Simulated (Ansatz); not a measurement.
A geometry of Mg3Sb2 away from equilibrium: step 4 of the relaxation of a generated trial cell of Mg3Sb2 in the AFLOW prototype A2B3_tP10_127_g_ah (D5_a). These are r2SCAN (plane waves to 500 eV, PAW, scalar-relativistic; Ansatz, a quantum-chemistry and plane-wave program) values and carry that method's errors. Γ-centred k-mesh 4×4×8 on the run's cell (coarser than for final values), Fermi–Dirac smearing 0.05 eV. The plane waves were selected for a different cell earlier on the path.

```
Mg3Sb2
1.0
    7.69118     0.00000     0.00000
    0.00000     7.69118     0.00000
    0.00000     0.00000     4.19398
Mg Sb
6 4
Direct
  0.00000   0.00000   0.00000
  0.50000   0.50000   0.00000
  0.15692   0.65692   0.50000
  0.65692   0.84308   0.50000
  0.34308   0.15692   0.50000
  0.84308   0.34308   0.50000
  0.34400   0.84400   0.00000
  0.84400   0.65600   0.00000
  0.15600   0.34400   0.00000
  0.65600   0.15600   0.00000
```

### Question
What forces act on the atoms (eV/Å)?

### Answer
| atom | Fx | Fy | Fz |
|---|---|---|---|
| Mg1 | 0.00 | 0.00 | 0.00 |
| Mg2 | 0.00 | 0.00 | 0.00 |
| Mg3 | -0.21 | -0.21 | 0.00 |
| Mg4 | -0.21 | 0.21 | 0.00 |
| Mg5 | 0.21 | -0.21 | 0.00 |
| Mg6 | 0.21 | 0.21 | 0.00 |
| Sb7 | -0.02 | -0.02 | 0.00 |
| Sb8 | -0.02 | 0.02 | 0.00 |
| Sb9 | 0.02 | -0.02 | 0.00 |
| Sb10 | 0.02 | 0.02 | 0.00 |

The path ends in P4/mbm (No. 127). No spin polarisation in the result.

The run could not lower the symmetry of its start; a shaken copy of this end point relaxes with r2SCAN to P2₁ (No. 4), 0.24 eV/atom lower.

The end of the path is a generated cell of Mg3Sb2: the first start was made by placing the elements on the sites of a structure type, and the end was not matched to a known phase here, so it may be hypothetical. Known forms of Mg3Sb2 include space group No. 164.
